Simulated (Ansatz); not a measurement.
## Zone-centre phonons of Al₆Ru: input and output

Computed with DFT PBEsol, scalar-relativistic, plane waves, PAW (Ansatz 0.2.0).

Launched with:
```bash
ansatz run input.yaml --threads 4 --pin off --max-ram 12288MiB --backend cpu --events-out ev --progress --plain --runs-dir out
```

Input (bare energies are in eV):
```yaml
crystal:
  lattice:
    - [3.7326702689, -3.2646788323, 0.0]
    - [3.7326702689, 3.2646788323, 0.0]
    - [0.0, 0.0, 8.9390688032]
  atoms:
    - { symbol: Al, position: [0.3198770496, 0.3198770496, 0.0] }
    - { symbol: Al, position: [0.6801229504, 0.6801229504, 0.5] }
    - { symbol: Al, position: [0.6801229504, 0.6801229504, 0.0] }
    - { symbol: Al, position: [0.3198770496, 0.3198770496, 0.5] }
    - { symbol: Al, position: [0.8578655552, 0.1421344448, 0.0985979485] }
    - { symbol: Al, position: [0.1421344448, 0.8578655552, 0.5985979485] }
    - { symbol: Al, position: [0.8578655552, 0.1421344448, 0.4014020515] }
    - { symbol: Al, position: [0.1421344448, 0.8578655552, 0.9014020515] }
    - { symbol: Al, position: [0.0217136524, 0.6179548186, 0.25] }
    - { symbol: Al, position: [0.9782863476, 0.3820451814, 0.75] }
    - { symbol: Al, position: [0.3820451814, 0.9782863476, 0.25] }
    - { symbol: Al, position: [0.6179548186, 0.0217136524, 0.75] }
    - { symbol: Ru, position: [0.5363305441, 0.4636694559, 0.25] }
    - { symbol: Ru, position: [0.4636694559, 0.5363305441, 0.75] }
basis:
  ecutwfc: 420
kpoints:
  mp_grid: { grid: [8, 8, 4] }
hamiltonian:
  xc: pbesol
scf:
  occupations: { method: fermi_dirac, width: 0.15 }
output:
  eigenvalues: true
phonons:
  method: dfpt
```

Results section of the output:
```
--- Phonons (Γ-DFPT): 12 representative perturbations + reference, on 132 of 256 k-points (Σ response iterations 39) ---
  k mesh reduced under 1 symmetry operation, with k and −k counted as one. Each operation leaves every solved perturbation unchanged. A smaller set is not used because it would not reduce the number of displacements ...
  ASR residual: 1.903e-3 → 0.000e0 eV/Å²; symmetrization residual: 4.326e-6 eV/Å²
  ASR residual per site (eV/Å²): 1.40e-4 1.40e-4 1.40e-4 1.40e-4 3.00e-5 3.00e-5 3.00e-5 3.00e-5 2.79e-5 2.79e-5 2.79e-5 2.79e-5 1.90e-3 1.90e-3
  Γ frequencies (cm⁻¹): 0.00 0.00 0.00 22.98 84.44 101.16 115.14 124.86 131.86 146.58 155.56 159.30 161.66 173.83 182.59 186.68 201.73 211.43 213.65 221.70 229.59 239.77 247.09 255.39 267.87 272.58 284.03 293.17 298.98 301.82 303.56 317.85 ...
  non-analytic LO–TO correction: not included (Born effective charges unavailable; polar crystals: no LO–TO splitting at Γ)
```

The run took 3.2 min on 4 threads of AMD EPYC 9R45 96-Core Processor (Zen 5), on a shared host, peak memory 4.4 GiB.

In a metal, frequencies and elastic constants depend on the k mesh and the smearing, soft modes and shear constants most.